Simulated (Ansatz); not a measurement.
# Notes on LiCu₆Ge₆

```
CELL_PARAMETERS angstrom
5.22271 0.00000 0.00000
-2.61136 4.52301 0.00000
0.00000 0.00000 7.99650
ATOMIC_POSITIONS crystal
Cu 0.50000 0.00000 0.24980
Cu 0.50000 0.50000 0.24980
Cu 0.00000 0.50000 0.24980
Cu 0.00000 0.50000 0.75020
Cu 0.50000 0.50000 0.75020
Cu 0.50000 0.00000 0.75020
Ge 0.00000 0.00000 0.33430
Ge 0.00000 0.00000 0.66570
Ge 0.33330 0.66670 0.50000
Ge 0.66660 0.33330 0.50000
Li 0.00000 0.00000 0.00000
Ge 0.33330 0.66670 0.00000
Ge 0.66660 0.33330 0.00000
```

The numbers come from plane-wave PAW DFT (Ansatz): PBE, no spin polarisation, 420 eV, 8×8×5 Γ-centred k points, fermi-dirac occupations (width 0.1 eV). Nothing was relaxed.

Contacts: Cu–Ge at 2.50 Å: least valence density 0.35 e/Å³ and ELF 0.39 there. Cu–Cu at 2.61 Å: least valence density 0.25 e/Å³ and ELF 0.22 there. Ge–Ge at 2.65 Å: least valence density 0.38 e/Å³ and ELF 0.76 there. These are pseudo-fields; inside the PAW spheres they differ from the all-electron ones.
Forces: The largest is on Ge7 (and as large on other atoms): 0.45 eV/Å, components (0.00, 0.00, 0.45). It makes 0° with the line to a nearest neighbour, Ge8 at 2.65 Å, pointing towards it.
Electronic structure: It is a metal, with about 3.2 states/eV a cell as the mean within 0.25 eV of the Fermi level, mostly Ge p (55 %), Cu d (19 %) and Ge s (16 %).
Charges: Bader charges in e: Li +0.87, Cu -0.05, Ge -0.21 to +0.05. In the mean Li gives up most and Ge takes most.

Origin: a known structure type with other elements, at an estimated volume, so it need not be a known compound.
